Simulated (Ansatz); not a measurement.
BP (zinc blende), relaxed with LDA (Ansatz, an electronic-structure program, plane waves, PAW): a = 4.491 Å, b = 4.491 Å, c = 4.491 Å, α = 90.00°, β = 90.00°, γ = 90.00°.

| Quantity | Value |
|---|---|
| gap (eV) | 1.14 |
| ΔH_f (eV/atom) | -0.45 |
| B₀ by P(V) fit (GPa) | 175 |
| K_Hill (GPa) | 176 |
| G_Hill (GPa) | 169 |
| ε∞ | 9.18 |
| ε0 | 9.35 |
| highest Γ mode, no LO–TO term (cm⁻¹) | 821 |
| electron conductivity mass (mₑ) | 0.31 |
| Θ_D (K) | 1080 |

**Question.** The same phase is relaxed and computed with r²SCAN in the same code. What are the cell and these values now?

**Answer.** a = 4.537 Å, b = 4.537 Å, c = 4.537 Å, α = 90.00°, β = 90.00°, γ = 90.00°.

* **gap (eV)**: 1.41
* **ΔH_f (eV/atom)**: -0.48
* **B₀ by P(V) fit (GPa)**: 169
* **K_Hill (GPa)**: 169
* **G_Hill (GPa)**: 174
* **ε∞**: 8.74
* **ε0**: 8.83
* **highest Γ mode, no LO–TO term (cm⁻¹)**: 818
* **electron conductivity mass (mₑ)**: 0.30
* **Θ_D (K)**: 1100

All cells were relaxed under the symmetry of their starts (and spin orders); stability against distortions was not tested throughout.

Potentials: the later of the program's two PAW sets.

Ansatz is a plane-wave DFT program.

Formation energies count from the lowest solids of the elements computed at the same level, not from gases.
